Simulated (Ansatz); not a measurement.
# Calculated with Ansatz: W₃N₄, relaxation

Launch command:

```bash
ansatz run input.yaml --threads 2 --pin off --max-ram 2560MiB --backend cpu --events-out ev --progress --plain --runs-dir out
```

The input file (Ansatz 0.2.0, plane waves):

```yaml
crystal:
  lattice:
    - [4.16676, 0.0, 0.0]
    - [0.0, 4.16676, 0.0]
    - [0.0, 0.0, 4.16676]
  atoms:
    - { symbol: "N", position: [0.5, 0.5, 0.5] }
    - { symbol: "N", position: [0.5, 0.0, 0.0] }
    - { symbol: "N", position: [0.0, 0.5, 0.0] }
    - { symbol: "N", position: [0.0, 0.0, 0.5] }
    - { symbol: W, position: [0.5, 0.5, 0.0] }
    - { symbol: W, position: [0.0, 0.5, 0.5] }
    - { symbol: W, position: [0.5, 0.0, 0.5] }
  symmetry: { tolerance: 0.0003 }
kpoints:
  mp_grid: { grid: [8, 8, 8], shift: [0, 0, 0] }
magnetization:
  spin_polarized: false
scf:
  occupations: { method: fermi_dirac, width: 0.1083 }
  lower_state_search: "off"
hamiltonian:
  pseudopotentials: { kind: paw }
  xc: r2scan
  hubbard:
    projectors: all-electron-ortho-atomic
    sites: [{ species: W, l: d, u_eff: 2.56 }]
basis:
  ecutwfc: 500
  fft_grid_basis: typed
relax:
  max_steps: 80
  cell: { p_target: 0.0 }
  f_tol: 0.03
output:
  forces: true
  stress: true
  eigenvalues: true
  bader: true
  populations: true
  elf: true
  write_potential: true
  volumetric_format: npy
  dos:
    e_range: [-12, 8]
    de: 0.05
    projected: { site_lists: { "N": ["N"], W: [W] } }
checkpoint:
  read: saved_state
```

Origin of the cell: a database entry, scaled a little.

The saved state is a converged single point of the same cell.

Output (shortened):

```
N: projections on atomic orbitals take those of the free atom [He] 2s2 2p3, of charge +0.00 (hamiltonian.pseudopotentials.projection_atoms); the dataset's partial waves leave at most 9.3e-9 o […]
W: projections on atomic orbitals take those of the free atom [Kr 4d10 4f14] 5s2 5p6 5d4 6s2, of charge +0.00 (hamiltonian.pseudopotentials.projection_atoms); the dataset's partial waves leav […]
Pseudopotentials: kind: paw
Pseudopotential: N, paw, valence charge 5, recommended cutoff 500 eV (meta_gga), N.paw.azcp
Pseudopotential: W, paw, valence charge 14, recommended cutoff 500 eV (meta_gga), W.paw.azcp
Functional definition: r2SCAN
  exchange = r2scan_x(k0 = k0, k1 = k1, a1 = a1)
  correlation = r2scan_c
Crystal: 7 atoms, lattice volume = 72.343 Å³
Basis set: ecut = 500 eV, 1839 PW (Γ), exchange–correlation on 128×128×128 points (64 copies of the dense FFT grid, shifted against one another)
Bands: 38, of which v1, the nominal top of the filled ones, is band 31 counted from 1 (30 counted from 0)
[… 10 lines left out …]
Initial density: read from a saved state, or passed on in memory by an earlier SCF of this step, an earlier step, the calling program or the single point that the run made first
Functional: x = r2scan, c = r2scan; τ floored in thin density (d = 2e-4 eV/Å³)
SCF iter   1: F=-32722.691847 eV  HF=-32722.657152 eV  Δρ=4.50e-3  dr2=9.51e-3  dr2_τ=3.19e-2
SCF iter   2: F=-32722.699985 eV  HF=-32722.699882 eV  Δρ=1.31e-3  dr2=6.34e-4  dr2_τ=4.19e-4
SCF iter   3: F=-32722.700164 eV  HF=-32722.700162 eV  Δρ=4.29e-4  dr2=8.62e-5  dr2_τ=1.07e-5
SCF iter   4: F=-32722.700204 eV  HF=-32722.700202 eV  Δρ=1.62e-4  dr2=9.52e-6  dr2_τ=1.23e-6
SCF iter   5: F=-32722.700207 eV  HF=-32722.700207 eV  Δρ=3.22e-5  dr2=3.36e-7  dr2_τ=7.19e-8
SCF iter   6: F=-32722.700207 eV  HF=-32722.700207 eV  Δρ=8.37e-6  dr2=2.35e-8  dr2_τ=1.86e-9
relax step   1: F+E_penalty+E_count = -32722.700207 eV  Δ(F+E_penalty+E_count) = +0.000e0 eV  max|allowed force component| = 0.0 eV/Å  Δτ_max = 0.0000 Å  P = +9.085 GPa  Ω = 72.343 Å³  (6 SCF […]
relax step   2: F+E_penalty+E_count = -32722.744140 eV  Δ(F+E_penalty+E_count) = -4.393e-2 eV  max|allowed force component| = 0.0 eV/Å  Δτ_max = 0.0000 Å  P = -2.036 GPa  Ω = 74.493 Å³  energ […]
relax step   3: F+E_penalty+E_count = -32722.747076 eV  Δ(F+E_penalty+E_count) = -2.936e-3 eV  max|allowed force component| = 0.0 eV/Å  Δτ_max = 0.0000 Å  P = -0.081 GPa  Ω = 74.089 Å³  energ […]
relax step   4: F+E_penalty+E_count = -32722.747091 eV  Δ(F+E_penalty+E_count) = -1.513e-5 eV  max|allowed force component| = 0.0 eV/Å  Δτ_max = 0.0000 Å  P = +0.001 GPa  Ω = 74.073 Å³  energ […]
relax step   5: F+E_penalty+E_count = -32722.748246 eV  Δ(F+E_penalty+E_count) = -1.155e-3 eV  max|allowed force component| = 0.0 eV/Å  Δτ_max = 0.0000 Å  P = +0.007 GPa  Ω = 74.073 Å³  stress off target by 7.24e-3 GPa […]
SCF 5 converged in 5 iterations: F = -32722.748246 eV  dr2 = 3.76e-11
basis re-selected at this cell: Δ(F+E_penalty+E_count) = -1.155e-3 eV, ΔP = +0.007 GPa vs the last step (what re-selecting the basis moved, of the pressure what is left beyond the Pulay corre […]
SCF converged after 5 iterations
Free energy (F): -32722.748246 eV
Harris-Foulkes:  -32722.748246 eV  (|F-HF|=3.64e-11)
Internal energy: -32722.600758 eV  (E = F + TS)
E sigma→0 (E₀):  -32722.674502 eV
Entropy (-TS):   -0.147488 eV (-21.070 meV/atom)
Fermi energy:    19.048801 eV
--- Per-component energies (eV) ---
  E_band       = -337.548007
  E_kinetic    = 1884.896184
  E_local      = -2952.219612  (includes V_loc(G=0)·N_el)
  E_nonlocal   = 182.209163
  E_hartree    = 1040.981130
  E_xc         = -986.379490
  E_vxc        = -1117.761583  (∫ρ·V_xc dr)
  E_hubbard    = 9.275273  (on-site DFT+U / exact-exchange correction)
  E_vhub       = 1.361689  (the Hubbard potential's part of the band-sum identity)
  E_paw        = -26294.292761  (= ΣΔE_a)
  E_vpaw       = -477.171902  (= ΣTr[D̂ρ^β])
  E_aug_tail   = -0.000058  (compensation charges beyond the density's cutoff)
  E_vtau       = 59.175927  (kinetic-family band-sum trace: ∫τ·v_τ [+ j·A + Jᵃ·Aᵃ] dr)
  E_ewald      = -5605.188483
  E_core_change = -1.882105  (= ΣΔE_core)
  E_smearing   = -0.147488  (= −TS)
  Σ components = -32722.748246   (vs F -32722.748246, Δ=0.00e0)
--- Forces (eV/Å), atoms counted from 1 ---
  atom   1  N      0.000000     0.000000     0.000000
  atom   2  N     -0.000000     0.000000     0.000000
  atom   3  N      0.000000    -0.000000    -0.000000
  atom   4  N     -0.000000     0.000000    -0.000000
  atom   5  W     -0.000000     0.000000     0.000000
  atom   6  W     -0.000000     0.000000    -0.000000
  atom   7  W      0.000000     0.000000     0.000000
  max |Σ_I F_I| component: 0.0 eV/Å
--- Stress (GPa, compression-positive) ---
        0.007239      -0.000000       0.000000
       -0.000000       0.007239       0.000000
        0.000000       0.000000       0.007239
  P = ⅓ Tr σ = 0.0072 GPa (0.072 kbar)
Occupation matrices written to <dir>
--- Relaxed structure (4 steps of the walk, 4 accepted, 1 SCFs on fresh bases) ---
  F+E_penalty+E_count = -32722.748246 eV   max|allowed force component| = 0.0 eV/Å   (the final SCF, on the basis selected at the relaxed cell)
  cell:  # Å, volume = 74.0728 Å³
    - [4.199713, 0.0, 0.0]
    - [0.0, 4.199713, 0.0]
    - [0.0, 0.0, 4.199713]
  atoms:
    - { symbol: N, position: [0.500000, 0.500000, 0.500000] }
    - { symbol: N, position: [0.500000, 0.0, 0.0] }
    - { symbol: N, position: [0.0, 0.500000, 0.0] }
    - { symbol: N, position: [0.0, 0.0, 0.500000] }
    - { symbol: W, position: [0.500000, 0.500000, 0.0] }
    - { symbol: W, position: [0.0, 0.500000, 0.500000] }
    - { symbol: W, position: [0.500000, 0.0, 0.500000] }
--- Löwdin populations: 7 sites ---
  site symbol       q [e]
     0      N      5.7373
     1      N      5.7376
     2      N      5.7376
     3      N      5.7376
     4      W     12.9259
     5      W     12.9259
     6      W     12.9259
  spilling = 0.004393 (of n_electrons = 62.000000)
--- Bader charges: 7 sites ---
  site symbol  charge [e]  shift [e]
     0      N     -1.8107     0.0014
     1      N     -1.4826     0.0008
     2      N     -1.4826     0.0008
     3      N     -1.4826     0.0008
     4      W      2.0862     0.0012
     5      W      2.0862     0.0012
     6      W      2.0862     0.0012
  estimated error of the sums over rays = 5.8e-4 e
```

Before:

Space group Pm-3m (No. 221); the run's cell has a = 4.167 Å, b = 4.167 Å, c = 4.167 Å, α = 90.00°, β = 90.00°, γ = 90.00°. Shortest distances: N–W 2.08 Å, N–N 2.95 Å, W–W 2.95 Å.

The relaxed structure.

Space group Pm-3m (No. 221); the run's cell has a = 4.200 Å, b = 4.200 Å, c = 4.200 Å, α = 90.00°, β = 90.00°, γ = 90.00°. Shortest distances: N–W 2.10 Å, N–N 2.97 Å, W–W 2.97 Å.

- Free energy lowered by: 6.9 meV/atom
- Volume change: 2.39 %
- Final pressure: 0.01 GPa
- Relaxation steps listed: 5

Caveats: no moments, though an odd count or open d shells may carry them; no spin-orbit coupling, though heavy elements are present; the relaxation held the start's symmetry, so the end may be a saddle point.

It ran for 76 s on 2 threads of Arm Neoverse V1 (shared host), peak memory 0.64 GiB, from a saved density.
